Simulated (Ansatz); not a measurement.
In2Ag, a database entry at a rescaled volume

```
In Ag
1.0
    -3.48834    3.48834    2.84907
     3.48834   -3.48834    2.84907
     3.48834    3.48834   -2.84907
In Ag
4 2
Cartesian
  1.0905 4.5788 0.0000
  2.3979 1.0905 0.0000
  2.3979 -1.0905 2.8491
  1.0905 2.3979 2.8491
  0.0000 0.0000 1.4245
  0.0000 0.0000 4.2736
```

The numbers come from plane-wave PAW DFT (Ansatz): r2SCAN, no spin polarisation, 500 eV, 8×8×8 Γ-centred k points, fermi-dirac occupations (width 0.1 eV). Nothing was relaxed.

How is the charge shared?

Bader charges in e: In +0.20, Ag -0.40. In the mean In gives up most and Ag takes most.

Which atom feels the largest force, and which way?

The largest is on In3 (and as large on other atoms): 0.06 eV/Å, components (0.04, 0.04, 0.00). It makes 108° with the line to a nearest neighbour, Ag5 at 2.99 Å.

Is the cell too large or too small?

The pressure is -1.6 GPa (compression positive), so with the atoms held at these fractions the cell would first shrink.

Describe some of the short contacts.

Ag–Ag at 2.85 Å: least valence density 0.23 e/Å³ and ELF 0.17 there. In–Ag at 2.99 Å: least valence density 0.20 e/Å³ and ELF 0.25 there. In–In at 3.08 Å: least valence density 0.20 e/Å³ and ELF 0.47 there. Both are smooth PAW fields, read partly inside the augmentation spheres.

What is the formation energy?

-0.03 eV an atom against the elements' usual phases (free molecules for gases, crystals otherwise, with no correction for O₂ or N₂), too near zero to call. Relaxing would lower it.

Metal or insulator?

It is a metal, with about 2.5 states/eV a cell as the mean within 0.25 eV of the Fermi level, mostly In p (66 %) and In s (20 %).

Origin: a database entry at a rescaled volume.
